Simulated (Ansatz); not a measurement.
## Si₄O: relaxation step by step

The cell of Si₄O is invented: random cell by space group and Wyckoff sites (P4/m, No. 83). Its size is a rough estimate.

```
Si O
1.0
     4.84988    0.00000    0.00000
     0.00000    4.84988    0.00000
     0.00000    0.00000    3.13806
Si O
4 1
Direct
  0.68120 0.68459 0.50000
  0.31880 0.31541 0.50000
  0.31541 0.68120 0.50000
  0.68459 0.31880 0.50000
  0.50000 0.50000 0.00000
```

Level of theory: DFT PBE, scalar-relativistic, plane waves, PAW in Ansatz 0.2.0. Cutoff 420 eV, Gaussian smearing, Γ-centred meshes. Cell and atoms relax first on a coarse mesh and then on a finer one. In between, the cell is made exact in the group found at 0.06 Å. In metals the finer mesh still leaves noise of several meV/atom or more. The steps can't lower the symmetry of their start. No spin polarisation in the relaxation; trial moments died out in a coarse test.

Steps on the 4×4×6 mesh (5 atoms, 17 steps). The free energy counts from the last step; some steps are skipped; the plane-wave basis is renewed at times, which shifts energy and pressure.

```csv
step,ΔF (meV/atom),V (Å³/atom),P (GPa),largest force component (eV/Å)
1,3471.2,14.76,102.66,17.567
2,1123.1,14.77,41.61,5.955
3,594.7,16.29,15.58,2.757
5,295.3,15.41,1.79,0.236
6,245.9,15.29,-0.23,0.094
7,198.1,14.87,-0.73,0.112
8,157.8,14.39,-0.04,0.266
10,26.3,13.76,-1.14,0.183
11,70.0,13.86,1.28,1.511
12,9.0,13.85,-2.14,0.179
13,4.0,13.28,2.44,0.196
15,0.1,13.52,0.32,0.036
16,0.1,13.57,-0.14,0.012
17,0.0,13.57,-0.13,0.012
```

The relaxed structure, after a last relaxation on the converged mesh:

```
Si O
1.0
     5.14630    0.00000    0.00000
     0.00000    5.14630    0.00000
     0.00000    0.00000    2.54730
Si O
4 1
Direct
  0.68508 0.84893 0.50000
  0.31492 0.15107 0.50000
  0.15107 0.68508 0.50000
  0.84893 0.31492 0.50000
  0.50000 0.50000 0.00000
```

The symmetry stays P4/m (No. 83). The volume per atom shrinks by 8.6 %, from 14.8 to 13.5 Å³. The shortest distance goes from 1.77 Å (Si–Si) to 2.40 Å (Si–O). The ratio c/a of the conventional cell changes by a factor of 0.76. The energy falls by about 3.5 eV/atom (the start's value is from the coarse mesh). The end is written in a standard setting, so origin, axes and order of atoms can differ from the start's. Around Si lie 2 O at 2.40 Å, 5 Si at 2.46–2.55 Å and 2 Si at 2.87 Å; around O lie 8 Si at 2.40 Å and 2 O at 2.55 Å.

```
Volume per atom                           : 13.49 Å³
Density                                   : 3.16 g/cm³
Energy over the elements                  : +0.26 eV/atom
Gap on the 8×8×14 mesh of the 5-atom cell : 0 eV (a metal)
```

Formation energies are uncorrected and refer to the elements' standard structures at the same level (O₂ as a molecule).

The last run used Gaussian smearing of 0.10 eV. Symmetry constrained the relaxation, so the result can be a saddle point. In all, the 3 runs took 3.8 min on 1 thread of Intel(R) Xeon(R) Processor @ 2.50GHz (Skylake/Cascade Lake), on a shared host. Another cell of Si4O relaxed alike, in I4/mmm, lies 238 meV/atom lower, so this cell isn't the stable form at this level.
